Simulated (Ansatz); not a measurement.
PbF2: modes and screening against the lattice constant

The calculation used DFT PBE, scalar-relativistic, plane waves, PAW (Ansatz 0.2.0). Settings: 420 eV plane-wave cutoff, Γ-centred 8×8×8 mesh, fixed occupations. No spin polarisation. Phonons by linear response, acoustic sum rule imposed.

The cell is fixed (symmetry leaves no force on the atoms) and stands under 13.0 GPa:
```
Pb F
1.0
     0.00000    2.86340    2.86340
     2.86340    0.00000    2.86340
     2.86340    2.86340    0.00000
Pb F
1 2
Cartesian
  0.0000 0.0000 0.0000
  1.4317 1.4317 1.4317
  4.2951 4.2951 4.2951
```

The cell is the ideal cubic fluorite prototype; whether it is the stable structure of this composition wasn't checked. Spin–orbit coupling is left out, which matters for heavy elements.

Problem. How do the optical zone-centre modes (counted from the lowest optical one, degenerate ones once; i marks imaginary ones; without the LO field) and the screening change over a = 5.727 and 6.085 Å (k meshes 8×8×8, 6×6×6)?

Solution.
```tsv
a (Å)	5.727	6.085
pressure (GPa)	13.0	-2.5
gap on the mesh (eV)	4.37	4.40
ε∞	3.45	3.25
ε0	15.3	68.3
mode 1 (cm⁻¹)	173	64
mode 4 (cm⁻¹)	299	219
```